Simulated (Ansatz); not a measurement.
Ionic part of the dielectric constant of CdC2, mode by mode

All numbers below come from DFT PBE, scalar-relativistic, plane waves, PAW in Ansatz 0.2.0. Plane waves to 420 eV; Γ-centred k mesh 10×10×10; fixed occupations. No spin polarisation. Phonons by linear response, acoustic sum rule imposed.

Symmetry: Immm, No. 71, orthorhombic system. The conventional cell has a = 3.487 Å, b = 4.659 Å, c = 5.224 Å, α = 90.00°, β = 90.00°, γ = 90.00°. Cd (site symmetry mmm) has 8 C at 2.43 to 2.69 Å as nearest neighbours. C (site symmetry m2m) is surrounded by 1 C at 1.26 Å.

The cell was built by swapping an element in a database structure (itself possibly hypothetical) and relaxing; it need not be the stable form of this composition.

The primitive cell has V = 42.43 Å³ and ε∞,yy = 9.081. Each polar mode adds Δε = (4.92064×10⁷/V)·S/ν² along y, with S its oscillator strength in e²/amu, ν in cm⁻¹ and V in Å³.

Q: From these modes, find each Δε and ε0,yy.
```
ν (cm⁻¹) S_yy (e²/amu)
   190.8         0.3875
```

A:
```json
{"ν (cm⁻¹)": "190.8", "Δε": "12.34"}
```

The sum is 12.339, so ε0,yy = 21.42; the run's tensor has 21.42.

Q: Where do the longitudinal modes lie for a wave vector along y?

A: At 293 cm⁻¹. The Lyddane–Sachs–Teller product Π(ν_LO/ν_TO)² = 2.36 matches ε0/ε∞ = 2.36.

Cost: 1 run of about 4.7 core-minutes, on Intel Xeon 6975P-C (Granite Rapids) (shared hosts).